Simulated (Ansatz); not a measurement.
Sb2Os in space group Pnnm (No. 58; Sb on 4g, Os on 2a) under volume change, r²SCAN (plane waves, PAW; program Ansatz), shape and atoms relaxed at each volume.

```csv
V (Å³/atom),E − E(relaxed) (meV/atom),P (GPa)
19.727,89.9,16.19
20.378,37.5,9.82
21.028,8.8,4.49
21.678,0.0,0.00
22.329,7.8,-3.75
22.979,29.6,-6.89
```

### Question
What does a third-order Birch–Murnaghan fit give for V₀, B₀ and B′?

### Answer
V₀ = 21.68 Å³/atom, B₀ = 136 GPa, B′ = 4.9.

The first step of the workflow began from a Materials Project structure, measured or hypothetical; the Crystallography Open Database files this formula in space group No. 58, but the cells were not matched. Its standing as an ambient phase is unchecked. The cell was relaxed with r²SCAN under the symmetry of its start; its stability against distortions is not shown here. The run is not spin-polarised. Spin–orbit coupling is left out wherever it is not named.

Potentials: the later of the program's two PAW sets.
